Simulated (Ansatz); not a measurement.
Consider the following.

TiTc:
Space group Pm-3m (No. 221); a = b = c = 3.0681 Å, α = β = γ = 90.00°

```
atom  site  symmetry       x       y       z
----  ----  --------  ------  ------  ------
Tc      1a      m-3m  0.0000  0.0000  0.0000
Ti      1b      m-3m  0.5000  0.5000  0.5000
```

This is the PBEsol-relaxed structure.

### Question
All from plane-wave PAW PBEsol (Ansatz code), unless another level is named. Estimate the Young's modulus.

### Answer
211 GPa.

### Question
And the highest zone-centre frequency?

### Answer
271 cm^-1.

The workflow started from an entry of the Crystallography Open Database (COD). Whether it is the stable phase at ambient conditions was not checked. Symmetry was held in the PBEsol relaxation; of distortions, only those at the zone centre were tested. The run is not spin-polarised. As this level gives no gap, phonon frequencies hold no LO–TO term and depend on the k-mesh and smearing (Fermi–Dirac, 0.1 eV here).

Potentials: the later of the program's two PAW sets.
